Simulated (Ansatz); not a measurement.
# Ni3Pt (Pm-3m): electronic heat capacity from the density of states

Level of theory: Ansatz 0.2.0, DFT r2SCAN, scalar-relativistic, plane waves, PAW.

Cutoff 500 eV; k points 12×12×12 on the computed 4-atom cell (Γ-centred); Gaussian smearing, width 0.10 eV; collinear spin from starting moments 1 1 1 0.4 μB.

Relaxed cell: Pm-3m, a = 3.623 Å, b = 3.623 Å, c = 3.623 Å, α = 90.00°, β = 90.00°, γ = 90.00°, 4 atoms in the primitive cell. Whether it is the stable form of this composition wasn't checked.

The density of states at the Fermi level is 5.369 states/eV in the cell of 4 atoms (1 formula unit; both spins, tetrahedra on a 18×18×18 mesh). The run ends with a moment of 2.87 μB a cell (largest on a site 0.91 μB), and the figure is for this state; a paramagnetic sample can have a quite different one. Another magnetic order, if the compound takes it, can change N(E_F) and the shape of the cell a good deal.

Question: What Sommerfeld coefficient does this give?

Answer: Per formula unit N(E_F) = 5.369 states/eV. γ = (π²/3) k_B² N(E_F) N_A = 2.357 mJ/(mol K²) per state/eV, so γ = 12.7 mJ/(mol K²), a mole of formula units. This is the bare band result: a measured γ of the same phase and magnetic order is as a rule larger by a factor 1 + λ from phonons and spin fluctuations. N(E_F) at one energy is sensitive to the mesh where the density of states has sharp peaks.

The state reached may not be the lowest one. Spin-orbit coupling is left out, which matters for the bands of heavy elements.

Only this magnetic start was tried.

Cost: 1 run of about 4.6 core-minutes, on Arm Neoverse N1 (shared hosts).